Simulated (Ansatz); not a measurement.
InSe (space group P6_3/mmc) relaxed with several functionals in Ansatz (plane waves to 420 eV, scalar-relativistic PAW, no spin-orbit coupling, symmetry kept). The database cell has 30.06 Å³/atom; its temperature or method isn't stated, so the comparison with it is no error of the functional. No moments.

```json
{"functional": "PBE+D3(BJ)", "conventional cell": "a = 4.032 Å, b = 4.032 Å, c = 16.762 Å, α = 90.00°, β = 90.00°, γ = 120.00°", "V (Å³/atom)": "29.50", "against the database cell (%)": "-1.9", "gap on mesh (eV)": "0.37", "largest moment (μB)": "0.00"}
{"functional": "PBEsol", "conventional cell": "a = 4.006 Å, b = 4.006 Å, c = 16.992 Å, α = 90.00°, β = 90.00°, γ = 120.00°", "V (Å³/atom)": "29.52", "against the database cell (%)": "-1.8", "gap on mesh (eV)": "0.43", "largest moment (μB)": "0.00"}
{"functional": "PBE", "conventional cell": "a = 4.088 Å, b = 4.088 Å, c = 18.461 Å, α = 90.00°, β = 90.00°, γ = 120.00°", "V (Å³/atom)": "33.40", "against the database cell (%)": "11.1", "gap on mesh (eV)": "0.72", "largest moment (μB)": "0.00"}
```